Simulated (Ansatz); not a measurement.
HfGeRu:
```
HfGeRu
1.0
    6.71222     0.00000     0.00000
   -3.35611     5.81295     0.00000
    0.00000     0.00000     3.73524
Hf Ge Ru
3 3 3
Cartesian
 -1.39453   2.41540   1.86762
  2.78906   0.00000   1.86762
  1.96158   3.39755   1.86762
  0.00000   3.87530   0.00000
  3.35611   1.93765   0.00000
  0.00000   0.00000   1.86762
 -2.53123   4.38421   0.00000
  5.06245   0.00000   0.00000
  0.82488   1.42874   0.00000
```

Relaxed with r²SCAN. Special points in fractions of this cell's reciprocal vectors: Γ (0.000, 0.000, 0.000); M (0.500, 0.000, 0.000); K (0.333, 0.333, 0.000); A (0.000, 0.000, 0.500); L (0.500, 0.000, 0.500); H (0.333, 0.333, 0.500).

Q: List the band energies nearest the Fermi level at these points for r²SCAN (plane waves, PAW; program Ansatz).

A: In eV from the Fermi level; about four levels below and three above (degenerate sets whole), none deeper than 8.9 eV; points with the same levels are listed once.

| k | below | above |
|---|---|---|
| Γ | -1.71 -1.71 -0.22 -0.16 | 0.40 0.40 0.44 |
| M | -1.55 -1.21 -1.17 -0.73 | 0.02 0.13 0.64 |
| K | -0.41 -0.41 -0.16 -0.16 | 0.34 0.96 1.16 |
| A | -0.91 -0.91 -0.48 -0.48 | 0.64 1.81 1.81 |
| L | -1.18 -1.16 -0.69 -0.60 | 0.82 1.91 2.47 |
| H | -1.29 -1.29 -1.11 -0.64 -0.64 | 0.79 2.17 2.68 |

Space group P-62m. The workflow started from a Materials Project entry (that database holds measured and hypothetical structures alike); the Crystallography Open Database copy checked does not list it. Whether it is the stable phase at ambient conditions was not checked. The cell was relaxed with r²SCAN under the symmetry of its start; whether a distortion lowers the energy is not shown. The run is not spin-polarised. Spin–orbit coupling is left out wherever it is not named.

Potentials: the earlier of the program's two PAW sets.
